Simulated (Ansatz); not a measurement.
NbC:
```xyz
2
Lattice="0.0000 2.2425 2.2425 2.2425 0.0000 2.2425 2.2425 2.2425 0.0000" Properties=species:S:1:pos:R:3 pbc="T T T"
Nb     0.0000     0.0000     0.0000
C      2.2425     2.2425     2.2425
```

Relaxed with PBE. Special points in fractions of this cell's reciprocal vectors: Γ (0.000, 0.000, 0.000); X (0.500, 0.000, 0.500); U (0.625, 0.250, 0.625); K (0.375, 0.375, 0.750); L (0.500, 0.500, 0.500); W (0.500, 0.250, 0.750).

Question: List the band energies nearest the Fermi level at these points for PBE with spin–orbit coupling (plane waves, PAW; program Ansatz).

Answer: In eV from the Fermi level; about four levels below and three above (degenerate sets whole), none deeper than 8.9 eV; points with the same levels are listed once.

```tsv
k	below	above
Γ	-0.23 -0.23 -0.23 -0.23	0.32 0.32 0.32 0.32
X	-1.41 -1.41 -1.27 -1.27	1.92 1.92 3.09 3.09
U	-3.50 -3.50 -0.34 -0.34	2.41 2.41 3.34 3.34
L	-5.12 -5.12 -5.09 -5.09	2.07 2.07 2.07 2.07
W	-4.46 -4.46 -4.31 -4.31	1.48 1.48 1.49 1.49
```

Space group Fm-3m (rock salt). The PBE relaxation kept the symmetry of its start. No spin polarisation was allowed.

Potentials: the later of the program's two PAW sets.
